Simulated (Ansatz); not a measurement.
# What DFT gives for H₄BrN

```
N Br H
1.0
     4.01447    0.00000    0.00000
     0.00000    4.01447    0.00000
     0.00000    0.00000    4.01447
N Br H
1 1 4
Cartesian
  0.0000 0.0000 0.0000
  2.0072 2.0072 2.0072
  0.5941 0.5941 0.5941
  0.5941 3.4203 3.4203
  3.4203 3.4203 0.5941
  3.4203 0.5941 3.4203
```

Single point in Ansatz 0.2.0 with r2SCAN, no spin polarisation. Cutoff 500 eV, PAW datasets, 6×6×6 Γ-centred k mesh, fermi-dirac filling (width 0.1 eV).

**Forces.** The largest is on H6 (and as large on other atoms): 0.09 eV/Å, components (-0.05, 0.05, -0.05). It makes 180° with the line to a nearest neighbour, N1 at 1.03 Å, pointing away from it.
**Formation energy.** -0.58 eV an atom against the elements' usual phases (free molecules for gases, crystals otherwise, with no correction for O₂ or N₂), so it is bound against them; other compounds may still compete. Relaxing would lower it.
**Stress.** The pressure is 0.5 GPa (compression positive), so with the atoms held at these fractions the cell is close to zero pressure.
**Electronic structure.** The gap is 4.77 eV, indirect (the least direct gap found is 4.85 eV). A semilocal functional usually gives too small a gap.
**Charges.** Bader charges in e: H +0.48, Br -0.76, N -1.16. In the mean H gives up most and N takes most.

Origin: a database entry at a rescaled volume.
